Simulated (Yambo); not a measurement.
A G0W0@PBE run in Yambo for a free-standing HfS$_{2}$ bilayer (symmetry P-3m1, slab cell 26.8 Å high) (6×6×1 Γ-centred k mesh, bands 3 to 205 and a 6 Ry block in the screening, 205 bands in G with the Bruneval-Gonze terminator, plasmon pole fitted at 27.2 eV, slab-truncated Coulomb interaction, stochastic integration of W near q = 0) gives these matrix elements, in eV, at the band edges (Γ → M):

```
state               E0    <Vxc>     <Σx>  <Σc(E0)>      Z
---------------  -----  -------  -------  --------  -----
valence edge     0.000  -13.664  -15.998     1.639  0.752
conduction edge  1.179  -12.381   -7.934    -3.550  0.766
```

Q: Solve the linearised quasiparticle equation for both states, give the gap, and say how exchange and correlation each act on it.

A: E = E0 + Z(Σx + Σc − Vxc). Valence: 0.000 + 0.752 × (-15.998 + (1.639) − (-13.664)) = -0.52 eV. Conduction: 1.179 + 0.766 × (-7.934 + (-3.550) − (-12.381)) = 1.87 eV. The gap is 2.39 eV, against 1.18 eV in PBE. Replacing Vxc by bare exchange alone would open it by 6.78 eV; correlation takes back 5.19 eV of that, and Z scales what is left. Convergence of the G0W0 settings was not tested. Without spin-orbit coupling, band edges of such heavy elements can be off by tenths of an eV.

Geometry relaxed with PBE+D3(BJ); primitive cell a = 3.6155 Å, b = 3.6155 Å, c = 26.8000 Å, α = 90.00°, β = 90.00°, γ = 120.00°.
